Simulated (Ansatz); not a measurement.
NaF:
```yaml
crystal:
  lattice:
    - [3.86838, 0.00000, 0.00000]
    - [-1.93419, 3.35012, 0.00000]
    - [0.00000, 0.00000, 4.55243]
  atoms:
    - { symbol: Na, position: [0.33333, 0.66667, 0.75000] }
    - { symbol: F, position: [0.66667, 0.33333, 0.75000] }
    - { symbol: Na, position: [0.66667, 0.33333, 0.25000] }
    - { symbol: F, position: [0.33333, 0.66667, 0.25000] }
```

This is the r²SCAN-relaxed structure. Cartesian axes are those of the cell as given.

Problem. All from DFT-r²SCAN in the program Ansatz with PAW potentials, unless another level is named. Predict the Hill bulk and shear moduli.

Solution. 42.6 and 13.7 GPa.

Problem. Next, the elastic constants (relaxed ions, GPa)?

Solution. C11 = 55.5, C12 = 47.4, C13 = 18.3, C33 = 106, C44 = 23.4.

Space group P6_3/mmc. The start of the workflow was typed in or built on a structure type; neither database checked (COD, Materials Project) lists it. It is not the phase usual at ambient conditions (space group No. 225). The cell was relaxed with r²SCAN under the symmetry of its start; its stability against distortions is not shown here.

Potentials: the later of the program's two PAW sets.
